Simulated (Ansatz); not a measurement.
The start is a randomly generated symmetric cell of W (space group No. 157). The structure is fully relaxed (lattice and positions, P = 0) with PBE (plane waves to 420 eV, PAW, scalar-relativistic; Ansatz, a first-principles code). The first steps use a coarse 9×9×8 k-mesh.

Starting cell:
```yaml
crystal:
  lattice:
    - [4.26441, 0.00000, 0.00000]
    - [-2.13221, 3.69309, 0.00000]
    - [0.00000, 0.00000, 4.23391]
  atoms:
    - { symbol: W, position: [0.68363, 0.00000, 0.29432] }
    - { symbol: W, position: [0.00000, 0.68363, 0.29432] }
    - { symbol: W, position: [0.31637, 0.31637, 0.29432] }
    - { symbol: W, position: [0.00000, 0.00000, 0.73949] }
```

| Property | Value |
|---|---|
| Outcome | The space group goes from P31m (No. 157) to P6/mmm (No. 191), with 4 atoms in the primitive cell |
| Shortest distances (start → end) | The closest pairs of elements (up to four, under 3.6 Å), start → end: W–W 2.32 → 2.67 Å |
| Band gap at the end | zero (metallic) |
| Optimiser moves | 22 |

Final structure:

```cif
data_W4
_chemical_formula_sum 'W4'
_space_group_name_H-M_alt 'P6/mmm'
_space_group_IT_number 191
_space_group_name_Hall '-P 6 2'
_cell_length_a 5.38109
_cell_length_b 5.38109
_cell_length_c 2.67095
_cell_angle_alpha 90.000
_cell_angle_beta 90.000
_cell_angle_gamma 120.000
loop_
_atom_site_label
_atom_site_type_symbol
_atom_site_symmetry_multiplicity
_atom_site_Wyckoff_symbol
_atom_site_fract_x
_atom_site_fract_y
_atom_site_fract_z
_atom_site_occupancy
W1 W 3 f 0.00000 0.50000 0.00000 1
W2 W 1 b 0.00000 0.00000 0.50000 1
```

Final values are on a 10×10×17 k-mesh of the relaxed cell. The start holds a very short contact (W–W 2.32 Å). No spin polarisation in the result.

The run could not lose the symmetry of its start: the end is stationary, and may be a saddle point rather than a minimum.

The relaxed structure here is a generated cell of W: the first start was made by a random draw of sites in a space group, and the end was not matched to a known phase here, so it may be hypothetical. Known forms of W include space group No. 229.
